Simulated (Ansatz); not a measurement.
Equation of state of Ba₃Zn₂As₄

A database entry relaxed whole under r2SCAN (C2/m):

```
Ba Zn As
1.0
     8.47495   -2.24558   -0.02699
     8.47495    2.24558   -0.02699
    -2.86706    0.00000    6.66759
Ba Zn As
3 2 4
Direct
  0.14398 0.14398 0.58432
  0.85602 0.85602 0.41568
  0.00000 0.00000 0.00000
  0.32901 0.32901 0.03950
  0.67099 0.67099 0.96050
  0.20608 0.20608 0.16127
  0.79392 0.79392 0.83873
  0.48811 0.48811 0.32021
  0.51189 0.51189 0.67979
```

The cell was scaled uniformly, its shape held, and the atoms relaxed at each volume with plane-wave PAW DFT (Ansatz 0.2.0; r2SCAN, 500 eV, 6×6×4 Γ-centred mesh, fermi-dirac occupations of width 0.100 eV; no spin, no spin-orbit coupling). One row is withheld.

```csv
volume (Å³/atom),energy over the lowest (meV/atom),pressure (GPa)
26.470,15.3,3.15
27.033,6.4,1.96
27.596,?,?
28.160,0.0,-0.04
28.723,1.7,-0.89
29.286,6.1,-1.61
29.849,12.9,-2.25
```

Fit the pressures of the other rows to the third-order Birch-Murnaghan form.

With f = [(V₀/V)^(2/3) − 1]/2 and P = 3B₀f(1 + 2f)^(5/2)[1 + 3(B₀′ − 4)f/2], least squares gives V₀ = 28.13 Å³ an atom, B₀ = 44.3 GPa and B₀′ = 5.2; the rows miss the fit by 0.02 GPa. The slope of the energies differs from these pressures by less than 0.05 GPa.

What does the withheld row hold?

The fit gives 0.89 GPa at 27.596 Å³; the run gave 0.90 GPa and 1.4 meV an atom.

Caveats: the shape of the cell was held, so B₀ is an upper bound where the axes differ in stiffness; 0 K, fixed nuclei; the symmetry was kept, and this need not be the phase that is stable at 0 K; one mesh for all volumes; pressure is positive in compression.
